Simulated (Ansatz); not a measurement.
CuCl:
```yaml
crystal:
  lattice:
    - [3.20086, 0.00000, 0.00000]
    - [0.00000, 3.20086, 0.00000]
    - [0.00000, 0.00000, 3.20086]
  atoms:
    - { symbol: Cu, position: [0.00000, 0.00000, 0.00000] }
    - { symbol: Cl, position: [0.50000, 0.50000, 0.50000] }
```

Relaxed with PBE. Special points in fractions of this cell's reciprocal vectors: Γ (0.000, 0.000, 0.000); X (0.000, 0.500, 0.000); M (0.500, 0.500, 0.000); R (0.500, 0.500, 0.500).

Question: List the band energies nearest the Fermi level at these points for plane-wave PAW PBE (Ansatz code).

Answer: In eV from the Fermi level; about four levels below and three above (degenerate sets whole), none deeper than 8.9 eV; … stands for higher levels left out; points with the same levels are listed once.

```tsv
k	below	above
Γ	-0.89 -0.89 -0.89 -0.18	7.82 7.82 …
X	-0.84 -0.70 -0.06 -0.06	4.18 5.09 8.54
M	-1.13 -1.13 -1.10 -0.66	1.31 8.71 8.71
R	-0.65 -0.65 -0.07 -0.07 -0.07	3.17 3.17 3.17
```

Space group Pm-3m (CsCl type). The start of the workflow was typed in or built on a structure type; neither database checked (COD, Materials Project) lists it. It is not the phase usual at ambient conditions (space group No. 216). The cell was relaxed with PBE under the symmetry of its start; its stability against distortions is not shown here. The workflow began spin-polarised and lost its moments. The compound may be a true metal, but semilocal functionals without U, or a wrong spin order, can also close a gap. The Fermi level of a semimetal is unsure by some 0.05 eV on such meshes.

Potentials: the later of the program's two PAW sets.
